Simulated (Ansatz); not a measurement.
SrVO3 (cubic perovskite, space group No. 221) at seven volumes, PBE (plane waves, PAW; program Ansatz), scaled uniformly. One row is withheld.

```csv
V (Å³/atom),P (GPa)
10.448,21.06
10.792,12.85
11.137,5.90
11.481,-0.01
11.826,-5.03
12.170,?
12.514,-12.91
```

Question: Fit the shown pressures and predict the withheld one.

Answer: P = (3/2)B₀(x^(7/2) − x^(5/2))[1 + (3/4)(B′ − 4)(x − 1)] with x = (V₀/V)^(2/3). Least squares on the six rows gives V₀ = 11.481 Å³/atom, B₀ = 181 GPa, B′ = 4.43. At V = 12.170, x = 0.9619 and P = -9.27 GPa. The run itself gave -9.30 GPa.

Space group Pm-3m (cubic perovskite). Symmetry was held in the PBE relaxation. The workflow began spin-polarised and lost its moments. No Hubbard U is applied.

Potentials: the later of the program's two PAW sets.
